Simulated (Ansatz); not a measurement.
## Mg: comparing deformations

Level of theory: Ansatz, DFT LDA, scalar-relativistic, plane waves, PAW. Settings: plane waves to 420 eV, k-mesh 18×18×16 (Γ-centred), Gaussian smearing 0.15 eV. No spin polarisation. Energies are free energies at this smearing, counted from the undisturbed cell; pressure is positive in compression.

Zero of the scan (as given, not relaxed at this level; it stands at -0.5 GPa; this form isn't the usual structure):

```yaml
crystal:
  lattice:
    - [3.05030, 0.00000, 0.00000]
    - [-1.52515, 2.64164, 0.00000]
    - [0.00000, 0.00000, 3.04484]
  atoms:
    - { symbol: Mg, position: [0.00000, 0.00000, 0.00000] }
```

The cell is strained by ε times a Voigt pattern (xx, yy, zz, yz, xz, xy; engineering shear) with fractional coordinates fixed. τ = (1/V0) dE/dε comes from the stress tensor. Of each scan, only the three points used here are listed.

| pattern | ε | τ (GPa) |
| --- | --- | --- |
| (1, 1, 0, 0, 0, 0) | -0.0150 | -2.01 |
| (1, 1, 0, 0, 0, 0) | 0.0000 | 0.96 |
| (1, 1, 0, 0, 0, 0) | 0.0150 | 3.51 |
| (0, 0, 1, 0, 0, 0) | -0.0150 | -0.33 |
| (0, 0, 1, 0, 0, 0) | 0.0000 | 0.60 |
| (0, 0, 1, 0, 0, 0) | 0.0150 | 1.34 |
| (0, 0, 0, 0, 1, 0) | -0.0150 | 0.125 |
| (0, 0, 0, 0, 1, 0) | 0.0000 | 0.000 |
| (0, 0, 0, 0, 1, 0) | 0.0150 | -0.125 |

Question: Which constants do the scans give, and which deformation costs least for the same size of strain tensor?

Answer: The slope dτ/dε at zero (parabola through three points) is pᵀCp: (1, 1, 0, 0, 0, 0) gives C11 + C22 + 2 C12 = 184 GPa; (0, 0, 1, 0, 0, 0) gives C33 = 56 GPa; (0, 0, 0, 0, 1, 0) gives C55 = -8.3 GPa. The size of the strain tensor, ε:ε, is ε² times 2.0, 1.0, 0.5. Per unit of it the stiffnesses are 92, 56, -16.6 GPa, so (0, 0, 0, 0, 1, 0) is the softest of these, and it is unstable with clamped ions. These are clamped-ion values. The starting stress shifts them by about its own size.

In a metal these slopes depend on the k mesh and the smearing.